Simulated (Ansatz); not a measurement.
Ba:
```
CELL_PARAMETERS angstrom
      4.01156     0.00000     0.00000
     -2.00578     3.47411     0.00000
      0.00000     0.00000     3.70986
ATOMIC_POSITIONS crystal
  Ba 0.00000 0.00000 0.00000
```

Relaxed with LDA. Special points in fractions of this cell's reciprocal vectors: Γ (0.000, 0.000, 0.000); M (0.500, 0.000, 0.000); K (0.333, 0.333, 0.000); A (0.000, 0.000, 0.500); L (0.500, 0.000, 0.500); H (0.333, 0.333, 0.500).

List the band energies nearest the Fermi level at these points for DFT-LDA in the program Ansatz with PAW potentials.

In eV from the Fermi level; about four levels below and three above (degenerate sets whole), none deeper than 8.9 eV; points with the same levels are listed once.

```json
[
 {"k": "Γ", "below": "-2.78 -0.11", "above": "1.85 1.85 4.56"},
 {"k": "M", "below": "-1.11", "above": "0.40 1.65 3.20"},
 {"k": "K", "below": "–", "above": "0.38 0.70 0.70"},
 {"k": "A", "below": "-0.78", "above": "1.12 2.53 2.53"},
 {"k": "L", "below": "-1.17", "above": "0.09 2.08 3.49"},
 {"k": "H", "below": "-0.33 -0.33", "above": "2.11 2.11 4.98"}
]
```

Space group P6/mmm (simple hexagonal). The workflow started from an entry of the Crystallography Open Database (COD); the relaxed space group is not among those it files for this formula. It is not the phase usual at ambient conditions (space group No. 229). The cell was relaxed with LDA under the symmetry of its start. At this level the phase is mechanically unstable. The volume moved by -36 % from the start of the relaxation. The volume fell by over 15 % from the filed cell, which may lack light atoms or belong to other conditions. Spin–orbit coupling is left out wherever it is not named.

Potentials: the later of the program's two PAW sets.
